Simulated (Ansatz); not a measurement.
Cell and atoms are relaxed with the symmetry kept. Start:

Space group Pm-3m (No. 221). a = 3.710 Å, b = 3.710 Å, c = 3.710 Å, α = 90.00°, β = 90.00°, γ = 90.00°
| atom | site | symmetry | x | y | z |
| --- | --- | --- | --- | --- | --- |
| Cu | 3c | 4/mm.m | 0.0000 | 0.5000 | 0.5000 |
| Pt | 1a | m-3m | 0.0000 | 0.0000 | 0.0000 |

These are results of DFT r2SCAN, scalar-relativistic, plane waves, PAW in Ansatz, not measurements.

Settings: cutoff 500 eV, Γ-centred mesh 12×12×12 on the computed 4-atom cell, Gaussian smearing of 0.10 eV; no spin polarisation.

Task: What does it relax to?

Result: The volume drops by 0.27 Å³/atom to 12.50 Å³/atom, and the energy falls by 3.3 meV/atom. Final structure:
```cif
data_structure
_symmetry_space_group_name_H-M 'Pm-3m'
_symmetry_Int_Tables_number 221
_cell_length_a 3.6836
_cell_length_b 3.6836
_cell_length_c 3.6836
_cell_angle_alpha 90.000
_cell_angle_beta 90.000
_cell_angle_gamma 90.000
_cell_volume 49.98
loop_
_atom_site_label
_atom_site_type_symbol
_atom_site_symmetry_multiplicity
_atom_site_Wyckoff_symbol
_atom_site_fract_x
_atom_site_fract_y
_atom_site_fract_z
_atom_site_occupancy
Cu1 Cu 3 c 0.00000 0.50000 0.50000 1
Pt1 Pt 1 a 0.00000 0.00000 0.00000 1
```

Course of the relaxation (steps run on the plane waves of an earlier cell, and the basis is chosen afresh near the end, so energy and pressure can step there; trial steps that raised the energy were taken back; energies are free energies):

```
step E − E_final (meV/atom) P (GPa) V (Å³/atom)
   1                     3.3    -3.85        12.77
   2                    -0.1    -0.41        12.52
   3                    -0.1     0.02        12.50
   4                     0.0     0.00        12.50
```

Spin–orbit coupling is left out, which can shift energies with elements as heavy as these.

Cost: 1 run of about 2 core-minutes, on Arm Neoverse V1 (shared hosts).